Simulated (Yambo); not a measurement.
Yambo run on IrCl3 (space group C2/m, No. 12). The wavefunctions are PBEsol (pw.x of Quantum ESPRESSO, ONCV potentials, no spin-orbit coupling) ones on a 2×2×2 mesh (38 occupied bands); a = b = 6.065 Å, c = 5.949 Å, α = β = 99.28°, γ = 120.02°.

Yambo input:

```
rim_cut
gw0
dyson
el_el_corr
HF_and_locXC
ppa
em1d
RandQpts= 1000000
RandGvec= 1 Ry
EXXRLvcs= 68 Ry
VXCRLvcs= 272 Ry
Chimod= "HARTREE"
% BndsRnXp
 9 | 131 |
%
NGsBlkXp= 8 Ry
% LongDrXp
 1.0 | 1.0 | 1.0 |
%
PPAPntXp= 27.2114 eV
% GbndRnge
 1 | 131 |
%
GTermKind= "BG"
DysSolver= "n"
ExtendOut
% QPkrange
 5 | 5 | 38 | 38 |
 6 | 6 | 38 | 39 |
%
```

k points by index: 5 = (-0.5, -0.5, 0), 6 = (-0.5, -0.5, -0.5).

Resulting energies as the program prints them:

```
#    K-point    Band    Eo [eV]    E [eV]    E-Eo [eV]    Vxc [eV]    Vnlxc [eV]    Sc|Eo [eV]    Sc|E [eV]    dSc/dw|Eo [eV]    Re(Z)    Im(Z)
#
    5    38    0.000000    -0.382095    -0.382095    -17.96652    -21.82594    3.376076    3.477330    -7.208437    0.790570    -0.001449
    6    38    -0.047011    -0.330595    -0.283584    -18.64510    -22.63004    3.624954    3.701352    -7.327205    0.787852    -0.001500
    6    39    1.695049    2.970937    1.275889    -17.83668    -12.90988    -3.330393    -3.650919    -6.835373    0.799233    -0.001387
```
(The two width columns are left out.) Convergence of these settings isn't established.

Geometry relaxed with PBE+D3(BJ).

The structure is a Materials Project entry; no match was found in the copy of COD used, and its stability was not checked.
